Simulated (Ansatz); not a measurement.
Input and steps of a relaxation of cell and atoms on a 6-atom cell of HfSnO4 built on tetragonal HfO2 (relaxed group P-4m2) (the plane-wave code Ansatz, PBEsol). It starts from the PBE minimum.

```yaml
crystal:
  lattice:
    - [3.5997041986, 0.0, 0.0]
    - [0.0, 3.5997041986, 0.0]
    - [0.0, 0.0, 5.424842758]
  atoms:
    - { symbol: Hf, position: [0.5, 0.5, 0.5] }
    - { symbol: Sn, position: [0.0, 0.0, 0.0] }
    - { symbol: O, position: [0.5, 0.0, 0.6784422701] }
    - { symbol: O, position: [0.0, 0.5, 0.8155769021] }
    - { symbol: O, position: [0.0, 0.5, 0.3215577299] }
    - { symbol: O, position: [0.5, 0.0, 0.1844230979] }
kpoints:
  mp_grid: { grid: [6, 6, 4] }
hamiltonian:
  xc: pbesol
scf:
  occupations: { method: fermi_dirac, width: 0.02 }
relax:
  f_tol: 0.005
  cell: {}
```

The trajectory has 9 recorded frames, each with positions in Å and forces in eV/Å. The last, and any step after a large change of cell, is solved on a basis re-selected at its cell; pressure is positive in compression.

Step 1: energy 0.0 meV/atom from step 1, largest force component 0.090 eV/Å, pressure -6.80 GPa
```xyz
6
Lattice="3.5997 0.0000 0.0000 0.0000 3.5997 0.0000 0.0000 0.0000 5.4248" Properties=species:S:1:pos:R:3:forces:R:3 pbc="T T T"
Hf    1.7999    1.7999    2.7124    0.0000    0.0000    0.0000
Sn    0.0000    0.0000    0.0000    0.0000    0.0000    0.0000
O     1.7999    0.0000    3.6804    0.0000    0.0000   -0.0903
O     0.0000    1.7999    4.4244    0.0000    0.0000    0.0204
O     0.0000    1.7999    1.7444    0.0000    0.0000    0.0903
O     1.7999    0.0000    1.0005    0.0000    0.0000   -0.0204
```

Step 2: energy -11.3 meV/atom from step 1, largest force component 0.161 eV/Å, pressure +1.99 GPa
```xyz
6
Lattice="3.5549 0.0000 0.0000 0.0000 3.5549 0.0000 0.0000 0.0000 5.3119" Properties=species:S:1:pos:R:3:forces:R:3 pbc="T T T"
Hf    1.7774    1.7774    2.6560    0.0000    0.0000    0.0000
Sn    0.0000    0.0000    0.0000    0.0000    0.0000    0.0000
O     1.7774    0.0000    3.6240    0.0000    0.0000    0.1613
O     0.0000    1.7774    4.3095    0.0000    0.0000    0.0306
O     0.0000    1.7774    1.6879    0.0000    0.0000   -0.1613
O     1.7774    0.0000    1.0025    0.0000    0.0000   -0.0306
```

Step 3: energy -11.4 meV/atom from step 1, largest force component 0.036 eV/Å, pressure +0.03 GPa
```xyz
6
Lattice="3.5629 0.0000 0.0000 0.0000 3.5629 0.0000 0.0000 0.0000 5.3326" Properties=species:S:1:pos:R:3:forces:R:3 pbc="T T T"
Hf    1.7815    1.7815    2.6663    0.0000    0.0000    0.0000
Sn    0.0000    0.0000    0.0000    0.0000    0.0000    0.0000
O     1.7815    0.0000    3.6410    0.0000    0.0000    0.0092
O     0.0000    1.7815    4.3321    0.0000    0.0000   -0.0359
O     0.0000    1.7815    1.6916    0.0000    0.0000   -0.0092
O     1.7815    0.0000    1.0005    0.0000    0.0000    0.0359
```

Task: Estimate where the relaxation ends.

Result:
Step 4: energy -11.5 meV/atom from step 1, largest force component 0.019 eV/Å, pressure +0.02 GPa
```xyz
6
Lattice="3.5643 0.0000 0.0000 0.0000 3.5643 0.0000 0.0000 0.0000 5.3262" Properties=species:S:1:pos:R:3:forces:R:3 pbc="T T T"
Hf    1.7822    1.7822    2.6631    0.0000    0.0000    0.0000
Sn    0.0000    0.0000    0.0000    0.0000    0.0000    0.0000
O     1.7822    0.0000    3.6374    0.0000    0.0000    0.0190
O     0.0000    1.7822    4.3248    0.0000    0.0000   -0.0191
O     0.0000    1.7822    1.6888    0.0000    0.0000   -0.0190
O     1.7822    0.0000    1.0014    0.0000    0.0000    0.0191
```

Step 5 (rejected): energy -11.5 meV/atom from step 1, largest force component 0.031 eV/Å, pressure -0.16 GPa
```xyz
6
Lattice="3.5634 0.0000 0.0000 0.0000 3.5634 0.0000 0.0000 0.0000 5.3288" Properties=species:S:1:pos:R:3:forces:R:3 pbc="T T T"
Hf    1.7817    1.7817    2.6644    0.0000    0.0000    0.0000
Sn    0.0000    0.0000    0.0000    0.0000    0.0000    0.0000
O     1.7817    0.0000    3.6427    0.0000    0.0000   -0.0026
O     0.0000    1.7817    4.3219    0.0000    0.0000    0.0311
O     0.0000    1.7817    1.6861    0.0000    0.0000    0.0026
O     1.7817    0.0000    1.0069    0.0000    0.0000   -0.0311
```

Step 6: energy -11.5 meV/atom from step 1, largest force component 0.003 eV/Å, pressure -0.01 GPa
```xyz
6
Lattice="3.5640 0.0000 0.0000 0.0000 3.5640 0.0000 0.0000 0.0000 5.3247" Properties=species:S:1:pos:R:3:forces:R:3 pbc="T T T"
Hf    1.7820    1.7820    2.6623    0.0000    0.0000    0.0000
Sn    0.0000    0.0000    0.0000    0.0000    0.0000    0.0000
O     1.7820    0.0000    3.6388    0.0000    0.0000    0.0029
O     0.0000    1.7820    4.3212    0.0000    0.0000   -0.0031
O     0.0000    1.7820    1.6858    0.0000    0.0000   -0.0029
O     1.7820    0.0000    1.0035    0.0000    0.0000    0.0031
```

Step 7: energy -9.7 meV/atom from step 1, largest force component 0.004 eV/Å, pressure -0.27 GPa
```xyz
6
Lattice="3.5640 0.0000 0.0000 0.0000 3.5640 0.0000 0.0000 0.0000 5.3247" Properties=species:S:1:pos:R:3:forces:R:3 pbc="T T T"
Hf    1.7820    1.7820    2.6623    0.0000    0.0000    0.0000
Sn    0.0000    0.0000    0.0000    0.0000    0.0000    0.0000
O     1.7820    0.0000    3.6388    0.0000    0.0000    0.0014
O     0.0000    1.7820    4.3212    0.0000    0.0000   -0.0035
O     0.0000    1.7820    1.6858    0.0000    0.0000   -0.0014
O     1.7820    0.0000    1.0035    0.0000    0.0000    0.0035
```

Step 8: energy -9.8 meV/atom from step 1, largest force component 0.001 eV/Å, pressure +0.02 GPa
```xyz
6
Lattice="3.5630 0.0000 0.0000 0.0000 3.5630 0.0000 0.0000 0.0000 5.3181" Properties=species:S:1:pos:R:3:forces:R:3 pbc="T T T"
Hf    1.7815    1.7815    2.6591    0.0000    0.0000    0.0000
Sn    0.0000    0.0000    0.0000    0.0000    0.0000    0.0000
O     1.7815    0.0000    3.6365    0.0000    0.0000   -0.0006
O     0.0000    1.7815    4.3141    0.0000    0.0000   -0.0014
O     0.0000    1.7815    1.6816    0.0000    0.0000    0.0006
O     1.7815    0.0000    1.0040    0.0000    0.0000    0.0014
```

Step 9: energy -9.7 meV/atom from step 1, largest force component 0.001 eV/Å, pressure +0.01 GPa
```xyz
6
Lattice="3.5630 0.0000 0.0000 0.0000 3.5630 0.0000 0.0000 0.0000 5.3181" Properties=species:S:1:pos:R:3:forces:R:3 pbc="T T T"
Hf    1.7815    1.7815    2.6591    0.0000    0.0000    0.0000
Sn    0.0000    0.0000    0.0000    0.0000    0.0000    0.0000
O     1.7815    0.0000    3.6365    0.0000    0.0000   -0.0007
O     0.0000    1.7815    4.3141    0.0000    0.0000   -0.0015
O     0.0000    1.7815    1.6816    0.0000    0.0000    0.0007
O     1.7815    0.0000    1.0040    0.0000    0.0000    0.0015
```

In 7 steps the volume changed by -4.0 %; between the first SCF and the last, each on a basis chosen for its cell, the energy fell by 9.7 meV an atom. At the end: it is tetragonal, P-4m2 (No. 115); a = 3.563 Å, c = 5.318 Å in the conventional setting, 11.25 Å³ an atom. Around Hf lie 8 O at 2.03–2.43 Å; around Sn lie 8 O at 2.04–2.45 Å; around O lie 2 Hf at 2.03 Å and 2 Sn at 2.45 Å; around O lie 2 Sn at 2.04 Å and 2 Hf at 2.43 Å.

Run as `ansatz run input.yaml --threads 2 --pin off --max-ram 29491MiB --backend cpu --events-out ev --progress --plain --runs-dir out`. It took 22 s on 2 threads of AMD EPYC 7R13 Processor (Zen 3), on a shared host; peak host memory 0.53 GiB.

Simulation only: spin-unpolarised, and no claim that this is the phase found in nature.
